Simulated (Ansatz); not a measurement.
TiSi$_{2}$:
Space group Fddd, origin choice 1 (No. 70); a = 4.7563 Å, b = 8.1769 Å, c = 8.5080 Å, α = β = γ = 90.00°

| atom | site | symmetry | x | y | z |
|---|---|---|---|---|---|
| Si | 16f | .2. | 0.0000 | 0.3366 | 0.0000 |
| Ti | 8a | 222 | 0.0000 | 0.0000 | 0.0000 |
(The calculation used a cell of 6 atoms; values per cell refer to that cell.)

Relaxed at zero pressure with DFT-PBEsol in the program Ansatz with PAW potentials.

Question: The volume is raised by 6 % and shape and atoms relax at that volume. What pressure results, and how do the axes share the change?

Answer: -7.8 GPa; a 2.1 %, b 2.4 %, c 1.5 %; the energy rises by 21 meV/atom.

Question: Give the new structure.

Answer: 
Space group Fddd, origin choice 1 (No. 70); a = 4.8539 Å, b = 8.3696 Å, c = 8.6337 Å, α = β = γ = 90.00°

```json
[
 {"atom": "Si", "site": "16f", "symmetry": ".2.", "x": "0.0000", "y": "0.3369", "z": "0.0000"},
 {"atom": "Ti", "site": "8a", "symmetry": "222", "x": "0.0000", "y": "0.0000", "z": "0.0000"}
]
```

The phase is kept; no other phase was compared at this pressure.

The PBEsol relaxation kept the symmetry of its start. No spin polarisation was allowed.

Potentials: the later of the program's two PAW sets.
